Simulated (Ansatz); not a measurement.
## Computed properties of HfO2

HfO2:
```
HfO2
1.0
    0.00000     2.50089     2.50089
    2.50089     0.00000     2.50089
    2.50089     2.50089     0.00000
Hf O
1 2
Cartesian
  0.00000   0.00000   0.00000
  3.75133   3.75133   3.75133
  1.25044   1.25044   1.25044
```

Space group Fm-3m (No. 225), fluorite; conventional cell a = 5.0018 Å, b = 5.0018 Å, c = 5.0018 Å, α = 90.00°, β = 90.00°, γ = 90.00°.

Method: plane-wave PAW LDA (Ansatz code). Structure relaxed to zero pressure with the same functional. Other levels are named where they apply.

**Cell and energy**

```
Item                                                           Value
-----------------------------------------------------  -------------
Volume per atom                                             10.43 Å³
Density                                                  11.17 g/cm³
Formation energy from the elements (no fitted shifts)  -3.61 eV/atom
```

**Electronic structure**

```
Item                                                    Result
-----------------------  -------------------------------------
Band gap                                      3.66 eV (direct)
Valence-band maximum                                      at X
Conduction-band minimum            at X (3 equivalent valleys)
Electron effective mass  0.68, 0.68, 1.1 mₑ (principal values)
Hole effective mass       0.28, 3.0, 3.0 mₑ (principal values)
```

**Mechanics**

```
Quantity                                                                      Result
--------------------------------------------  --------------------------------------
Bulk modulus (Birch–Murnaghan fit)                                           282 GPa
Pressure derivative B′                                                           4.2
Elastic constants (relaxed ions, GPa)               C11 = 606, C12 = 120, C44 = 75.0
Mechanical stability                          stable (all eigenvalues of C positive)
Hill bulk and shear moduli                                           282 and 123 GPa
Young's modulus                                                              322 GPa
Poisson's ratio                                                                 0.31
Debye temperature from the elastic constants                                   506 K
```

**Dielectric response**

```
Property                                                               Result
--------------------------------------------------------  -------------------
Electronic dielectric constant ε∞ (DFPT)                                 5.40
Static dielectric constant ε0 (ions relaxed, cell fixed)                 34.8
Born charges (a third of the trace)                       Hf +5.59, O -2.79 e
```

**Phonons**

```
Property                                                                  Value
--------------------------------------------------  ---------------------------
Highest zone-centre frequency (without LO–TO term)                     596 cm⁻¹
Zone-centre stability                                    no imaginary mode at Γ
Dynamical stability on the path                     unstable, down to 156i cm⁻¹
```

This is a known high-temperature phase of the composition, computed here at zero pressure and temperature. The LDA relaxation kept the symmetry of its start. No spin polarisation was allowed. The references are the lowest solids computed at this level, not always the standard phases (solids in place of the gases). Scalar-relativistic: spin–orbit coupling is off unless named, which matters more the heavier the elements.

Potentials: the earlier of the program's two PAW sets. The files were generated under PBE; for other functionals the program regenerates the frozen cores, and for LDA and PBEsol the local potential too.
